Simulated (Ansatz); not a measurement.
AlRu (CsCl type, Pm-3m) under volume change, DFT-r²SCAN in the program Ansatz with PAW potentials, scaled uniformly.

```tsv
V (Å³/atom)	E − E(relaxed) (meV/atom)	P (GPa)
12.071	87.6	25.54
12.469	36.8	15.63
12.867	8.7	7.20
13.265	0.0	0.01
13.663	?	?
14.061	29.6	-11.31
14.459	?	?
```

Task: Fill in the missing entries.

Result: 
- 14.459, E − E(relaxed) (meV/atom): 63.3
- 14.459, P (GPa): -15.73
- 13.663, E − E(relaxed) (meV/atom): 7.8
- 13.663, P (GPa): -6.10

Task: What does a third-order Birch–Murnaghan fit give for V₀, B₀ and B′?

Result: V₀ = 13.27 Å³/atom, B₀ = 220 GPa, B′ = 4.3.

The cell was relaxed with r²SCAN under the symmetry of its start. The run is not spin-polarised.

Potentials: the later of the program's two PAW sets.
